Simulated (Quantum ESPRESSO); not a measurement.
Al4Pt2TaW, input and log of a self-consistent run

Computed values, not a measurement. The program is pw.x of Quantum ESPRESSO 7.5 (plane-wave density functional theory). The cell is made up: eight metal atoms on a face-centred cubic lattice, with elements, volume, strain and displacements drawn at random and not relaxed, so it may be unstable or far from any real phase. PseudoDojo standard norm-conserving files set the functional (PBE unless stated); there is no spin polarisation or spin-orbit coupling, the Fermi-Dirac width of 0.25 eV means electrons at about 2900 K, and the masses in the input are unused placeholders. Heavy elements are run without spin-orbit coupling, which real alloys of them have. A spin test at this wide smearing found no moment, but such smearing suppresses magnetism that the real alloy may have.

Input:

```
&control calculation='scf', pseudo_dir='./dojo.nc.sr.pbe.v0_5.standard.upf', outdir='./o', disk_io='medium', tprnfor=.true., tstress=.true. /
&system ibrav=0, nat=8, ntyp=4, nbnd=51, ecutwfc=84.00895049, nosym=.true., tot_charge=0,
 occupations='smearing', smearing='fd', degauss=0.0183746611
/
&electrons conv_thr=1.470e-08, electron_maxstep=70, mixing_beta=0.5 /
ATOMIC_SPECIES
Al 1.0 Al.upf
Pt 1.0 Pt.upf
Ta 1.0 Ta.upf
W 1.0 W.upf
CELL_PARAMETERS angstrom
0.0 1.9683 1.9683
-3.9366 0.0 0.0
0.0 -7.8732 7.8732
ATOMIC_POSITIONS angstrom
Al 0.0044 -0.0865 0.0562
Pt -0.0525 -1.9576 1.9544
Al -0.0598 -3.9654 4.1435
Ta 0.0308 -5.7552 5.8484
Pt -1.9426 0.1131 1.8739
W -2.1089 -2.0263 3.8951
Al -1.92 -3.8997 6.0256
Al -1.8135 -5.8256 7.9748
K_POINTS automatic
8 6 2 1 1 1
```

The log is shortened where brackets say so; the opening notice, blank lines, dates and the lines on written files are dropped, and the path of the files is cut. It prints rydbergs, bohrs and kilobars, and counts compression as positive stress. Its total energy is the free energy E - TS of the whole cell.

```
     Program PWSCF v.7.5
     Parallel version (MPI & OpenMP), running on       1 processor cores
     Number of MPI processes:                 1
     Threads/MPI process:                     1
     [start-up lines left out]
     bravais-lattice index     =            0
     lattice parameter (alat)  =       5.2602  a.u.
     unit-cell volume          =     823.3613 (a.u.)^3
     number of atoms/cell      =            8
     number of atomic types    =            4
     number of electrons       =        75.00
     number of Kohn-Sham states=           51
     kinetic-energy cutoff     =      84.0090  Ry
     charge density cutoff     =     336.0358  Ry
     scf convergence threshold =      1.5E-08
     mixing beta               =       0.5000
     number of iterations used =            8  plain     mixing
     Exchange-correlation= PBE
                           (   1   4   3   4   0   0   0)
     [axes and pseudopotential details left out]
   Cartesian axes
     site n.     atom                  positions (alat units)
         1        Al     tau(   1) = (   0.0015807  -0.0310749   0.0201897  )
         2        Pt     tau(   2) = (  -0.0188605  -0.7032628   0.7021132  )
         3        Al     tau(   3) = (  -0.0214830  -1.4245599   1.4885419  )
         4        Ta     tau(   4) = (   0.0110648  -2.0675410   2.1010229  )
         5        Pt     tau(   5) = (  -0.6978741   0.0406309   0.6731938  )
         6        W      tau(   6) = (  -0.7576170  -0.7279431   1.3993048  )
         7        Al     tau(   7) = (  -0.6897551  -1.4009573   2.1646815  )
         8        Al     tau(   8) = (  -0.6514953  -2.0928320   2.8649267  )
     number of k points=    48  Fermi-Dirac smearing, width (Ry)=  0.0184
                       cart. coord. in units 2pi/alat
        k(    1) = (  -0.0589256   0.0000000   0.0883883), wk =   0.0416667
        k(    2) = (  -0.0589256   0.0883883   0.0000000), wk =   0.0416667
     [further k points left out]
     Dense  grid:    85579 G-vectors     FFT dimensions: (  32,  45, 125)
     Estimated max dynamical RAM per process >     144.87 MB
     Initial potential from superposition of free atoms
     starting charge      74.9885, renormalised to      75.0000
     Starting wfcs are   56 randomized atomic wfcs
     total cpu time spent up to now is       19.2 secs
     per-process dynamical memory:    80.5 Mb
     Self-consistent Calculation
     iteration #  1     ecut=    84.01 Ry     beta= 0.50
     Davidson diagonalization with overlap
     ethr =  1.00E-02,  avg # of iterations =  5.1
     total cpu time spent up to now is       74.6 secs
     total energy              =    -815.58947500 Ry
     estimated scf accuracy    <      10.72708479 Ry
     iteration #  2     ecut=    84.01 Ry     beta= 0.50
     Davidson diagonalization with overlap
     ethr =  1.00E-02,  avg # of iterations =  5.9
     total cpu time spent up to now is      147.4 secs
     total energy              =    -813.82321662 Ry
     estimated scf accuracy    <     228.32157085 Ry
     iteration #  3     ecut=    84.01 Ry     beta= 0.50
     Davidson diagonalization with overlap
     ethr =  1.00E-02,  avg # of iterations =  6.4
     total cpu time spent up to now is      204.5 secs
     total energy              =    -822.60821381 Ry
     estimated scf accuracy    <      11.69627224 Ry
     iteration #  4     ecut=    84.01 Ry     beta= 0.50
     Davidson diagonalization with overlap
     ethr =  1.00E-02,  avg # of iterations =  2.0
     total cpu time spent up to now is      239.4 secs
     total energy              =    -822.87876496 Ry
     estimated scf accuracy    <       1.39941656 Ry
     iteration #  5     ecut=    84.01 Ry     beta= 0.50
     Davidson diagonalization with overlap
     ethr =  1.87E-03,  avg # of iterations =  3.9
     total cpu time spent up to now is      275.8 secs
     total energy              =    -822.92329989 Ry
     estimated scf accuracy    <       0.62556470 Ry
     [iterations 6 to 9 left out]
     iteration # 10     ecut=    84.01 Ry     beta= 0.50
     Davidson diagonalization with overlap
     c_bands:  1 eigenvalues not converged
     ethr =  1.07E-06,  avg # of iterations =  9.4
     total cpu time spent up to now is      499.9 secs
     total energy              =    -822.94703083 Ry
     estimated scf accuracy    <       0.00065834 Ry
     iteration # 11     ecut=    84.01 Ry     beta= 0.50
     Davidson diagonalization with overlap
     ethr =  8.78E-07,  avg # of iterations =  1.2
     total cpu time spent up to now is      539.7 secs
     total energy              =    -822.94706771 Ry
     estimated scf accuracy    <       0.00003077 Ry
     iteration # 12     ecut=    84.01 Ry     beta= 0.50
     Davidson diagonalization with overlap
     ethr =  4.10E-08,  avg # of iterations =  2.0
     total cpu time spent up to now is      585.8 secs
     total energy              =    -822.94707038 Ry
     estimated scf accuracy    <       0.00000326 Ry
     iteration # 13     ecut=    84.01 Ry     beta= 0.50
     Davidson diagonalization with overlap
     ethr =  4.34E-09,  avg # of iterations =  2.4
     total cpu time spent up to now is      625.8 secs
     total energy              =    -822.94707072 Ry
     estimated scf accuracy    <       0.00000006 Ry
     iteration # 14     ecut=    84.01 Ry     beta= 0.50
     Davidson diagonalization with overlap
     ethr =  8.32E-11,  avg # of iterations =  4.3
     total cpu time spent up to now is      682.8 secs
     End of self-consistent calculation
     [lines on levels left out]
!    total energy              =    -822.94707076 Ry
     estimated scf accuracy    <       0.00000001 Ry
     smearing contrib. (-TS)   =      -0.07254535 Ry
     internal energy E=F+TS    =    -822.87452541 Ry
     The total energy is F=E-TS. E is the sum of the following terms:
     one-electron contribution =    -593.92332936 Ry
     hartree contribution      =     330.53548876 Ry
     xc contribution           =    -166.94681914 Ry
     ewald contribution        =    -392.53986567 Ry
     convergence has been achieved in  14 iterations
     Forces acting on atoms (cartesian axes, Ry/au):
     atom    1 type  1   force =     0.01946911   -0.00321883    0.01634141
     atom    2 type  2   force =    -0.00304615   -0.04018991    0.03103419
     atom    3 type  1   force =     0.00348799    0.06600573   -0.08428746
     atom    4 type  3   force =     0.02183434   -0.11071447    0.12967224
     atom    5 type  2   force =    -0.01894900    0.02300648   -0.02685206
     atom    6 type  4   force =     0.03153357    0.04233336   -0.01165537
     atom    7 type  1   force =    -0.01969527    0.03110908   -0.04184015
     atom    8 type  1   force =    -0.03463459   -0.00833143   -0.01241280
     Total force =     0.230928     Total SCF correction =     0.000512
     Computing stress (Cartesian axis) and pressure
          total   stress  (Ry/bohr**3)                   (kbar)     P=       79.50
   0.00014165  -0.00000924   0.00005788           20.84       -1.36        8.51
  -0.00000924   0.00072731  -0.00008047           -1.36      106.99      -11.84
   0.00005788  -0.00008047   0.00075241            8.51      -11.84      110.68
     init_run     :     17.89s CPU     18.96s WALL (       1 calls)
     electrons    :    640.61s CPU    663.61s WALL (       1 calls)
     forces       :     10.96s CPU     11.06s WALL (       1 calls)
     stress       :     30.86s CPU     31.92s WALL (       1 calls)
     [timing details left out]
     PWSCF        :  11m40.72s CPU  12m 6.88s WALL
     JOB DONE.
```

In other units: free energy -11196.765 eV for the cell, pressure 7.95 GPa, largest force component 3.334 eV/Å in size. The run took 728 s of wall time with one process on a shared machine (AMD EPYC, Zen 5, virtual cores), so the time is rough. A rerun of this cell at a higher cutoff and on a denser mesh moved values by no more than 0.011 eV in energy, 0.05 GPa in stress and 0.011 eV/Å in force, and a second program with other atomic files agreed on that cell to 2 % rms in force and 0.5 GPa in pressure.